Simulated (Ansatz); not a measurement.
In2TeO2 (P-3m1), relaxed with PBEsol (Ansatz, a first-principles code, plane waves, PAW): a = 3.742 Å, b = 3.742 Å, c = 7.187 Å, α = 90.00°, β = 90.00°, γ = 120.00°.

| Quantity | Value |
|---|---|
| ΔH_f (eV/atom) | -0.95 |
| B₀ by P(V) fit (GPa) | 96.1 |

### Question
The same phase is relaxed and computed with r²SCAN in the same code. What are the cell and these values now?

### Answer
a = b = 3.7965 Å, c = 7.0387 Å, α = β = 90.00°, γ = 120.00°.

- ΔH_f (eV/atom) = -1.09
- B₀ by P(V) fit (GPa) = 99.5

Typed or built starts, not in the databases checked: In2TeO2, P-3m1 (In on 2d, Te on 1b, O on 2d). All cells were relaxed under the symmetry of their starts (and spin orders); stability against distortions was not tested throughout. Spin–orbit coupling is left out wherever it is not named.

Potentials: the later of the program's two PAW sets.

Ansatz is a plane-wave DFT program.

Formation energies count from the lowest solids of the elements computed at the same level, not from gases.
